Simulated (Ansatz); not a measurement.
The start is a generated cell, GaN built in the wurtzite structure type. A full variable-cell relaxation at zero pressure is run with PBE (plane waves to 420 eV, PAW, scalar-relativistic; Ansatz, a quantum-chemistry and plane-wave program). The first steps use a coarse 8×8×5 k-mesh.

Initial structure:
```
CELL_PARAMETERS angstrom
      3.19751     0.00000     0.00000
     -1.59876     2.76913     0.00000
      0.00000     0.00000     5.23679
ATOMIC_POSITIONS crystal
  Ga 0.66667 0.33333 0.00000
  Ga 0.33333 0.66667 0.50000
  N  0.66667 0.33333 0.62520
  N  0.33333 0.66667 0.12520
```

```json
{
 "initial_pressure": "+2.5 GPa (positive: the cell is compressed)",
 "outcome": "The space group stays P6₃mc (No. 186) (the run could not lower it); the end is wurtzite type, with 4 atoms in the primitive cell",
 "energy_released": "2 meV/atom",
 "volume_change": "+1.4 %, from 11.59 to 11.76 Å³/atom",
 "Shortest distances (start → end)": "The closest pairs of elements (up to four, under 3.6 Å), start → end: Ga–N 1.96 → 1.97 Å; Ga–Ga 3.20 → 3.21 Å; N–N 3.20 → 3.21 Å",
 "band_gap_at_the_end": "1.71 eV, direct at Γ (no spin-orbit coupling)",
 "optimiser_moves": "5"
}
```

The end point of the relaxation:

Space group P6₃mc (No. 186); a = 3.2184 Å, b = 3.2184 Å, c = 5.2430 Å, α = 90.00°, β = 90.00°, γ = 120.00°

```
atom  site  symmetry       x       y       z
----  ----  --------  ------  ------  ------
Ga      2b       3m.  0.6667  0.3333  0.0010
N       2b       3m.  0.3333  0.6667  0.1242
```

Final values are on a 12×12×6 k-mesh of the relaxed cell. No spin polarisation in the result.

The run could not lose the symmetry of its start; a randomly shaken copy of 4 atoms returns to this structure.
